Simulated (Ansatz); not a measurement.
VAg3O4:
```
CELL_PARAMETERS angstrom
     -2.46271     2.46271     4.85896
      2.46271    -2.46271     4.85896
      2.46271     2.46271    -4.85896
ATOMIC_POSITIONS crystal
  V  0.00000 0.00000 0.00000
  Ag 0.75000 0.25000 0.50000
  Ag 0.25000 0.75000 0.50000
  Ag 0.50000 0.50000 0.00000
  O  0.69490 0.10048 0.00000
  O  0.89952 0.89952 0.59442
  O  0.10048 0.69490 0.00000
  O  0.30510 0.30510 0.40558
```

Relaxed with PBEsol. Special points in fractions of this cell's reciprocal vectors: Γ (0.000, 0.000, 0.000); X (0.000, 0.000, 0.500); P (0.250, 0.250, 0.250); N (0.000, 0.500, 0.000); M (0.500, 0.500, -0.500); S (0.314, 0.686, -0.314); S0 (-0.314, 0.314, 0.314); R (-0.128, 0.128, 0.500); G (0.500, 0.500, -0.128).

**Question.** List the band energies nearest the valence-band maximum at these points for DFT-PBEsol in the program Ansatz with PAW potentials.

**Answer.** In eV from the valence-band maximum; about four levels below and three above (degenerate sets whole), none deeper than 8.9 eV; points with the same levels are listed once.

```tsv
k	below	above
Γ	-1.25 -1.25 -0.90 -0.90 -0.25	0.35 1.98 2.46
X	-1.01 -0.94 -0.61 -0.20	2.31 2.74 3.44
P	-1.04 -0.77 -0.77 -0.18	2.46 2.74 3.32
N	-0.97 -0.75 -0.53 -0.13	2.11 2.40 2.61
M	-1.09 -1.09 -0.58 -0.36 -0.36	1.83 2.00 2.07
S	-0.89 -0.83 -0.70 -0.09	2.11 2.27 2.70
R	-1.02 -1.01 -0.47 -0.25	2.34 2.56 3.26
```

Space group I-42m. The first step of the workflow began from a Materials Project structure, measured or hypothetical; the Crystallography Open Database files this formula in space group No. 121, but the cells were not matched. Whether it is the stable phase at ambient conditions was not checked. The cell was relaxed with PBEsol under the symmetry of its start; whether a distortion lowers the energy is not shown. No spin polarisation was allowed. No Hubbard U is applied. Scalar-relativistic: spin–orbit coupling is off unless named, which matters more the heavier the elements.

Potentials: the later of the program's two PAW sets.
